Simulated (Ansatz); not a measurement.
AgBr:
```
AgBr
1.0
    0.00000     2.83716     2.83716
    2.83716     0.00000     2.83716
    2.83716     2.83716     0.00000
Ag Br
1 1
Direct
  0.00000   0.00000   0.00000
  0.50000   0.50000   0.50000
```

Relaxed with PBEsol.

### Question
Give the Bader charges and basin volumes of the independent atoms, DFT-PBEsol in the program Ansatz with PAW potentials.

### Answer


```tsv
atom	Bader charge (e)	Bader volume (Å³)
Ag1	+0.44	19.6
Br2	-0.44	26.0
```

Space group Fm-3m (rock salt). Symmetry was held in the PBEsol relaxation. The run is not spin-polarised.

Potentials: the later of the program's two PAW sets.
